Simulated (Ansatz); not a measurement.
Input:

Re2B in space group P6_3/mmc (No. 194; B on 2c, Re on 2a, Re on 2d), a = b = 4.147 Å, c = 4.883 Å, α = β = 90.00°, γ = 120.00°.

This is the r²SCAN-relaxed structure.

Question: All from plane-wave PAW r²SCAN (Ansatz code), unless another level is named. Give the electronic character.

Answer: metallic (no gap).

Question: Next, the formation energy from the elements (no fitted shifts)?

Answer: 0.62 eV/atom.

Question: What about the density of states at the Fermi level?

Answer: 0.64 states/eV per atom (mean over ±0.08 eV).

Question: Predict the gap with spin–orbit coupling.

Answer: none (metallic).

A made-up cell: these elements were put on the sites of a structure type; neither database checked (COD, Materials Project) lists it. Its standing as an ambient phase is unchecked. The r²SCAN relaxation kept the symmetry of its start; whether a distortion lowers the energy is not shown. The run is not spin-polarised. The references are the lowest solids computed at this level, not always the standard phases. Scalar-relativistic: spin–orbit coupling is off unless named, which matters more the heavier the elements.

Potentials: the earlier of the program's two PAW sets.
